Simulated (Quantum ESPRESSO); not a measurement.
# TiZr2F4O4: finding a planted mistake in a log

Simulated, not a measurement. The program is pw.x of Quantum ESPRESSO 7.5 (plane-wave density functional theory). The cell is made up: 11 atoms on a fluorite lattice with one site empty, with randomly drawn elements, strain and displacements, not relaxed. PseudoDojo standard norm-conserving files (v0.5 for PBE, v0.4.1 for LDA and PBEsol) set the functional; there is no spin polarisation, spin-orbit coupling or dispersion term, and the masses in the input are unused placeholders.

Intended input:

```
&control calculation='scf', pseudo_dir='./dojo.nc.sr.pbe.v0_5.standard.upf', outdir='./o', disk_io='low', tprnfor=.true., tstress=.true. /
&system ibrav=0, nat=11, ntyp=4, nbnd=50, ecutwfc=84.00895049, nosym=.true., tot_charge=0,
 occupations='smearing', smearing='fd', degauss=0.0018374661
/
&electrons conv_thr=7.350e-09, electron_maxstep=60, /
ATOMIC_SPECIES
F 1.0 F.upf
O 1.0 O.upf
Ti 1.0 Ti.upf
Zr 1.0 Zr.upf
CELL_PARAMETERS angstrom
4.8707 0.0371 -0.0202
0.0371 4.9642 -0.0353
-0.0202 -0.0353 4.9273
ATOMIC_POSITIONS angstrom
Ti 0.0742 -0.0932 0.0677
Zr 2.2967 0.0401 2.5394
Zr 2.344 2.5201 -0.0716
F 0.9916 1.239 1.1468
F 1.2123 1.1116 3.7375
O 1.1039 3.6936 1.0813
F 1.1539 3.7641 3.6735
O 3.6485 1.296 1.3698
F 3.6875 1.1764 3.5854
O 3.729 3.71 1.1969
O 3.6031 3.7909 3.5963
K_POINTS automatic
5 5 5 1 1 1
```

The log is shortened where brackets say so; the opening notice, blank lines, dates and the lines on written files are dropped, and the path of the files is cut. It prints rydbergs, bohrs and kilobars, and counts compression as positive stress. Where no state is partly filled, the Fermi energy that it prints is only some level between the filled and the empty states on the mesh, and need not lie in the true gap.

Log of the intended run:

```
     Program PWSCF v.7.5
     Parallel version (MPI & OpenMP), running on       4 processor cores
     Number of MPI processes:                 4
     Threads/MPI process:                     1
     [start-up lines left out]
     bravais-lattice index     =            0
     lattice parameter (alat)  =       9.2046  a.u.
     unit-cell volume          =     803.8818 (a.u.)^3
     number of atoms/cell      =           11
     number of atomic types    =            4
     number of electrons       =        88.00
     number of Kohn-Sham states=           50
     kinetic-energy cutoff     =      84.0090  Ry
     charge density cutoff     =     336.0358  Ry
     scf convergence threshold =      7.3E-09
     mixing beta               =       0.7000
     number of iterations used =            8  plain     mixing
     Exchange-correlation= PBE
                           (   1   4   3   4   0   0   0)
     [axes and pseudopotential details left out]
   Cartesian axes
     site n.     atom                  positions (alat units)
         1        Ti     tau(   1) = (   0.0152334  -0.0191341   0.0138989  )
         2        Zr     tau(   2) = (   0.4715161   0.0082326   0.5213428  )
         3        Zr     tau(   3) = (   0.4812269   0.5173805  -0.0146996  )
         4        F      tau(   4) = (   0.2035770   0.2543687   0.2354398  )
         5        F      tau(   5) = (   0.2488871   0.2282132   0.7673146  )
         6        O      tau(   6) = (   0.2266324   0.7583019   0.2219926  )
         7        F      tau(   7) = (   0.2368975   0.7727757   0.7541753  )
         8        O      tau(   8) = (   0.7490428   0.2660708   0.2812221  )
         9        F      tau(   9) = (   0.7570496   0.2415168   0.7360883  )
        10        O      tau(  10) = (   0.7655696   0.7616689   0.2457255  )
        11        O      tau(  11) = (   0.7397221   0.7782777   0.7383261  )
     number of k points=    63  Fermi-Dirac smearing, width (Ry)=  0.0018
                       cart. coord. in units 2pi/alat
        k(    1) = (   0.0996712   0.0980862   0.0999663), wk =   0.0320000
        k(    2) = (   0.1004806   0.0994861   0.2976897), wk =   0.0320000
     [further k points left out]
     Dense  grid:    83605 G-vectors     FFT dimensions: (  54,  60,  60)
     Estimated max dynamical RAM per process >     254.91 MB
     Estimated total dynamical RAM >     958.39 MB
     Initial potential from superposition of free atoms
     starting charge      87.9937, renormalised to      88.0000
     Starting wfcs are   62 randomized atomic wfcs
     total cpu time spent up to now is        5.5 secs
     per-process dynamical memory:   203.4 Mb
     Self-consistent Calculation
     iteration #  1     ecut=    84.01 Ry     beta= 0.70
     Davidson diagonalization with overlap
     ethr =  1.00E-02,  avg # of iterations =  2.0
     total cpu time spent up to now is       14.6 secs
     total energy              =    -649.27119530 Ry
     estimated scf accuracy    <       4.28976026 Ry
     iteration #  2     ecut=    84.01 Ry     beta= 0.70
     Davidson diagonalization with overlap
     ethr =  4.87E-03,  avg # of iterations =  7.4
     total cpu time spent up to now is       31.2 secs
     total energy              =    -643.61403846 Ry
     estimated scf accuracy    <      68.82551905 Ry
     [iterations 3 to 15 left out]
     iteration # 16     ecut=    84.01 Ry     beta= 0.70
     Davidson diagonalization with overlap
     ethr =  2.84E-10,  avg # of iterations =  2.0
     total cpu time spent up to now is      192.0 secs
     total energy              =    -651.64339151 Ry
     estimated scf accuracy    <       0.00000007 Ry
     iteration # 17     ecut=    84.01 Ry     beta= 0.70
     Davidson diagonalization with overlap
     ethr =  8.36E-11,  avg # of iterations =  5.1
     total cpu time spent up to now is      202.9 secs
     End of self-consistent calculation
     [lines on levels left out]
     the Fermi energy is    11.4736 ev
!    total energy              =    -651.64339153 Ry
     estimated scf accuracy    <          5.8E-09 Ry
     smearing contrib. (-TS)   =      -0.00000001 Ry
     internal energy E=F+TS    =    -651.64339151 Ry
     The total energy is F=E-TS. E is the sum of the following terms:
     one-electron contribution =    -194.71050979 Ry
     hartree contribution      =     149.47729291 Ry
     xc contribution           =    -135.66005600 Ry
     ewald contribution        =    -470.75011864 Ry
     convergence has been achieved in  17 iterations
     Forces acting on atoms (cartesian axes, Ry/au):
     atom    1 type  3   force =    -0.27400831   -0.13040975    0.15364788
     atom    2 type  4   force =     0.27629021   -0.12925606   -0.25156748
     atom    3 type  4   force =     0.25394115    0.10934766    0.16825072
     atom    4 type  1   force =     0.05359855    0.01129576    0.00848526
     atom    5 type  1   force =    -0.07307868    0.06852865    0.02441485
     atom    6 type  2   force =     0.07337017    0.05643944   -0.00570842
     atom    7 type  1   force =    -0.04719519   -0.03877428   -0.04418307
     atom    8 type  2   force =    -0.12759789   -0.04983189   -0.11412015
     atom    9 type  1   force =    -0.00526482    0.04463196    0.08198692
     atom   10 type  2   force =    -0.07074444    0.05180514   -0.08490599
     atom   11 type  2   force =    -0.05931074    0.00622337    0.06369949
     Total force =     0.683964     Total SCF correction =     0.000218
     Computing stress (Cartesian axis) and pressure
          total   stress  (Ry/bohr**3)                   (kbar)     P=      136.50
   0.00068231  -0.00012215  -0.00017041          100.37      -17.97      -25.07
  -0.00012215   0.00100871   0.00032615          -17.97      148.39       47.98
  -0.00017041   0.00032615   0.00109265          -25.07       47.98      160.73
     init_run     :      5.12s CPU      5.33s WALL (       1 calls)
     electrons    :    196.85s CPU    197.44s WALL (       1 calls)
     forces       :      1.83s CPU      1.83s WALL (       1 calls)
     stress       :      6.44s CPU      6.44s WALL (       1 calls)
     [timing details left out]
     PWSCF        :   3m30.40s CPU   3m31.25s WALL
     JOB DONE.
```

A second run was made from an input with one planted mistake. Its log:

```
     Program PWSCF v.7.5
     Parallel version (MPI & OpenMP), running on       4 processor cores
     Number of MPI processes:                 4
     Threads/MPI process:                     1
     [start-up lines left out]
     bravais-lattice index     =            0
     lattice parameter (alat)  =       9.2046  a.u.
     unit-cell volume          =     803.8818 (a.u.)^3
     number of atoms/cell      =           11
     number of atomic types    =            4
     number of electrons       =        89.00
     number of Kohn-Sham states=           51
     kinetic-energy cutoff     =      84.0090  Ry
     charge density cutoff     =     336.0358  Ry
     scf convergence threshold =      7.3E-09
     mixing beta               =       0.7000
     number of iterations used =            8  plain     mixing
     Exchange-correlation= PBE
                           (   1   4   3   4   0   0   0)
     [axes and pseudopotential details left out]
   Cartesian axes
     site n.     atom                  positions (alat units)
         1        Ti     tau(   1) = (   0.0152334  -0.0191341   0.0138989  )
         2        Zr     tau(   2) = (   0.4715161   0.0082326   0.5213428  )
         3        Zr     tau(   3) = (   0.4812269   0.5173805  -0.0146996  )
         4        F      tau(   4) = (   0.2035770   0.2543687   0.2354398  )
         5        F      tau(   5) = (   0.2488871   0.2282132   0.7673146  )
         6        O      tau(   6) = (   0.2266324   0.7583019   0.2219926  )
         7        F      tau(   7) = (   0.2368975   0.7727757   0.7541753  )
         8        O      tau(   8) = (   0.7490428   0.2660708   0.2812221  )
         9        F      tau(   9) = (   0.7570496   0.2415168   0.7360883  )
        10        O      tau(  10) = (   0.7655696   0.7616689   0.2457255  )
        11        O      tau(  11) = (   0.7397221   0.7782777   0.7383261  )
     number of k points=    63  Fermi-Dirac smearing, width (Ry)=  0.0018
                       cart. coord. in units 2pi/alat
        k(    1) = (   0.0996712   0.0980862   0.0999663), wk =   0.0320000
        k(    2) = (   0.1004806   0.0994861   0.2976897), wk =   0.0320000
     [further k points left out]
     Dense  grid:    83605 G-vectors     FFT dimensions: (  54,  60,  60)
     Estimated max dynamical RAM per process >     258.28 MB
     Estimated total dynamical RAM >     971.87 MB
     Initial potential from superposition of free atoms
     starting charge      87.9937, renormalised to      89.0000
     Starting wfcs are   62 randomized atomic wfcs
     total cpu time spent up to now is        5.4 secs
     per-process dynamical memory:   212.8 Mb
     Self-consistent Calculation
     iteration #  1     ecut=    84.01 Ry     beta= 0.70
     Davidson diagonalization with overlap
     ethr =  1.00E-02,  avg # of iterations =  2.0
     total cpu time spent up to now is       15.0 secs
     total energy              =    -648.62820096 Ry
     estimated scf accuracy    <       3.73926369 Ry
     iteration #  2     ecut=    84.01 Ry     beta= 0.70
     Davidson diagonalization with overlap
     ethr =  4.20E-03,  avg # of iterations =  6.7
     total cpu time spent up to now is       30.9 secs
     total energy              =    -643.05424036 Ry
     estimated scf accuracy    <      63.62871199 Ry
     [iterations 3 to 19 left out]
     iteration # 20     ecut=    84.01 Ry     beta= 0.70
     Davidson diagonalization with overlap
     ethr =  2.47E-11,  avg # of iterations =  1.6
     total cpu time spent up to now is      222.1 secs
     total energy              =    -650.73284491 Ry
     estimated scf accuracy    <          9.5E-09 Ry
     iteration # 21     ecut=    84.01 Ry     beta= 0.70
     Davidson diagonalization with overlap
     ethr =  1.07E-11,  avg # of iterations =  4.0
     total cpu time spent up to now is      231.9 secs
     End of self-consistent calculation
     [lines on levels left out]
     the Fermi energy is    12.7991 ev
!    total energy              =    -650.73284491 Ry
     estimated scf accuracy    <          1.6E-09 Ry
     smearing contrib. (-TS)   =      -0.00184998 Ry
     internal energy E=F+TS    =    -650.73099493 Ry
     The total energy is F=E-TS. E is the sum of the following terms:
     one-electron contribution =    -194.18909006 Ry
     hartree contribution      =     150.98468652 Ry
     xc contribution           =    -136.77647275 Ry
     ewald contribution        =    -470.75011864 Ry
     convergence has been achieved in  21 iterations
     Forces acting on atoms (cartesian axes, Ry/au):
     atom    1 type  3   force =    -0.26076199   -0.08385525    0.10777070
     atom    2 type  4   force =     0.27109172   -0.14593624   -0.27278450
     atom    3 type  4   force =     0.25099154    0.12517499    0.18294945
     atom    4 type  1   force =     0.06147413    0.02567773    0.01811966
     atom    5 type  1   force =    -0.08491243    0.07140802    0.02913112
     atom    6 type  2   force =     0.09972737    0.01732536    0.01911322
     atom    7 type  1   force =    -0.04532833   -0.04861537   -0.04695702
     atom    8 type  2   force =    -0.13480789   -0.05280368   -0.10350773
     atom    9 type  1   force =     0.00218007    0.04058883    0.08301743
     atom   10 type  2   force =    -0.08998812    0.04608760   -0.07443892
     atom   11 type  2   force =    -0.06966607    0.00494802    0.05758659
     Total force =     0.683603     Total SCF correction =     0.000107
     Computing stress (Cartesian axis) and pressure
          total   stress  (Ry/bohr**3)                   (kbar)     P=      376.40
   0.00234487  -0.00012071  -0.00014142          344.94      -17.76      -20.80
  -0.00012071   0.00265163   0.00025211          -17.76      390.07       37.09
  -0.00014142   0.00025211   0.00267965          -20.80       37.09      394.19
     init_run     :      5.06s CPU      5.24s WALL (       1 calls)
     electrons    :    225.82s CPU    226.46s WALL (       1 calls)
     forces       :      1.83s CPU      1.85s WALL (       1 calls)
     stress       :      6.36s CPU      6.37s WALL (       1 calls)
     [timing details left out]
     PWSCF        :   3m59.31s CPU   4m 0.21s WALL
     JOB DONE.
```

Question: what was wrong in the second input?

Answer: the cell has the wrong charge. The input lines that differ, file-writing options aside:

```
- &system ibrav=0, nat=11, ntyp=4, nbnd=50, ecutwfc=84.00895049, nosym=.true., tot_charge=0,
+ &system ibrav=0, nat=11, ntyp=4, nbnd=51, ecutwfc=84.00895049, nosym=.true., tot_charge=-1,
```

|  | intended run | run with the mistake |
| --- | --- | --- |
| free energy (eV) | -8866.060 | -8853.671 |
| smearing term -TS (eV) | 0.0000 | -0.0252 |
| pressure (GPa) | 13.65 | 37.64 |
| largest force component (eV/Å) | 7.104 | 7.014 |
| largest change of a force component (eV/Å) |  | 1.197 |
| iterations | 17 | 21 |

For scale, a rerun of the intended cell at 1467 eV and a 7 x 7 x 7 mesh moved values by no more than 0.004 eV in energy, 0.04 GPa in stress and 0.003 eV/Å in force. The charged cell sits in a uniform background, so its energy and stress rest on the program's zero of potential. The number of bands, nbnd, was set by rule from the electron count and the smearing, so it follows the mistake.